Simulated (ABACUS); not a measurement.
ABACUS run on Hf₂Si (I4/mcm, 6 atoms in the cell; from Materials Project mp-9938, changed as shown): self-consistent single point.

Level of theory: PBEsol, PseudoDojo 0.4 standard norm-conserving PBEsol (tails mended) pseudopotentials (plane waves; ABACUS).

The change in words: volume scaled by 0.96. Reference geometry (I4/mcm):
```
CELL_PARAMETERS angstrom
     -3.27535     3.27535     2.58283
      3.27535    -3.27535     2.58283
      3.27535     3.27535    -2.58283
ATOMIC_POSITIONS crystal
  Hf 0.84351 0.65649 0.50000
  Hf 0.15649 0.34351 0.50000
  Hf 0.65649 0.15649 0.81298
  Hf 0.34351 0.84351 0.18702
  Si 0.75000 0.75000 0.00000
  Si 0.25000 0.25000 0.00000
```

Reference input (self-consistent single point, DFT, PBEsol, plane waves, PseudoDojo 0.4 standard norm-conserving PBEsol (tails mended) pseudopotentials): KPT = Gamma 5 5 5 0 0 0; basis_type = pw; ecutwfc = 58 Ry; smearing_method = mv; smearing_sigma = 0.0199916 Ry; potentials = PseudoDojo 0.4 standard norm-conserving PBEsol (tails mended); symmetry = 1; symmetry_prec = 1e-05; ks_solver = cg; scf_nmax = 100; scf_thr = 1.0e-09 Ry; mixing_type = broyden. This run's input differs from it in these lines:

```diff
@@ -26,5 +26,5 @@
 LATTICE_VECTORS
-  -6.1895144623    6.1895144623    4.8808318778
-   6.1895144623   -6.1895144623    4.8808318778
-   6.1895144623    6.1895144623   -4.8808318778
+  -6.1058638457    6.1058638457    4.8148672080
+   6.1058638457   -6.1058638457    4.8148672080
+   6.1058638457    6.1058638457   -4.8148672080
 
@@ -36,6 +36,6 @@
 4
-   1.9371942364    4.2523202259    4.8808318778
-   4.2523202259    1.9371942364    0.0000000000
-   1.9371942364    8.1267086987   -0.0000000000
-   4.2523202259   -1.9371942364    4.8808318778
+   1.9110132664    4.1948505792    4.8148672080
+   4.1948505792    1.9110132664    0.0000000000
+   1.9110132664    8.0168771121   -0.0000000000
+   4.1948505792   -1.9110132664    4.8148672080
 
@@ -44,4 +44,4 @@
 2
-  -0.0000000000    0.0000000000    7.3212478168
-   0.0000000000    0.0000000000    2.4404159389
+  -0.0000000000    0.0000000000    7.2223008120
+   0.0000000000    0.0000000000    2.4074336040
 # file: KPT
```

The program printed (abridged):

```
 SELF-CONSISTENT
 -------------------------------------------
                                 init_chg = atomic

 PW ALGORITHM --------------- ION=   1  ELEC=   1--------------------------------
 Notice: Threshold on eigenvalues was too large.

 Density error is 0.128721127125
                          Error Threshold = 0.000167287196033
 E_KohnSham     -468.2922730062      -6371.4432422556
 E_Fermi        1.0858902589         14.7742949240

 PW ALGORITHM --------------- ION=   1  ELEC=   2--------------------------------

 Density error is 0.0223953319455
                          Error Threshold = 0.000229859155581
   [... lines left out ...]

 Density error is 8.4404030829e-09
                          Error Threshold = 4.75338756813e-11
 E_KohnSham     -468.3235236420      -6371.8684289685
 E_Fermi        1.0715666106         14.5794116908

 PW ALGORITHM --------------- ION=   1  ELEC=   8--------------------------------

 Density error is 7.39303644806e-11
                          Error Threshold = 1.50721483623e-11
 E_KohnSham     -468.3235236437      -6371.8684289919
 E_KS(sigma->0) -468.3249003558      -6371.8871601209
 E_entropy(-TS) 0.0027534242         0.0374622581
 E_Fermi        1.0715650304         14.5793901910
 charge density convergence is achieved
 final etot is -6371.868429 eV
 EFERMI = 14.579390191 eV

 STATE ENERGY(eV) AND OCCUPATIONS    NSPIN == 1
   [... 35 lines left out ...]

 TOTAL-FORCE (eV/Angstrom)
                       Hf1        -0.0164038948         0.0164038948         0.0000000000
                       Hf2         0.0164038948        -0.0164038948         0.0000000000
                       Hf3        -0.0164038948        -0.0164038948         0.0000000000
                       Hf4         0.0164038948         0.0164038948         0.0000000000
                       Si1         0.0000000000         0.0000000000         0.0000000000
                       Si2         0.0000000000         0.0000000000         0.0000000000

 TOTAL-STRESS (KBAR)
        41.8307055039        -0.0000000000         0.0000000000
        -0.0000000000        41.8307055039        -0.0000000000
         0.0000000000         0.0000000000        37.3080150772
 TOTAL-PRESSURE: 40.323142 KBAR

 --------------------------------------------
 !FINAL_ETOT_IS -6371.8684289918764989 eV
 --------------------------------------------
```

The run converged in 8 iterations. Against the reference run the free energy goes up by 3.8 meV/atom, the pressure goes from -2.19 to 4.03 GPa and the largest force goes from 0.009 to 0.023 eV/Å.

The structure comes from a collection of computed structures, made at another level of theory; the collection holds predicted forms beside known ones. No clean gap shows at this smearing width and mesh (spacing up to 0.31 Å⁻¹); the mesh is coarse for partly filled bands, so the values carry mesh errors.

Cost on one core: very roughly 3 core-minutes.

“Tails mended”: in these copies of the files the far tail of each local potential was reset to the Coulomb form.
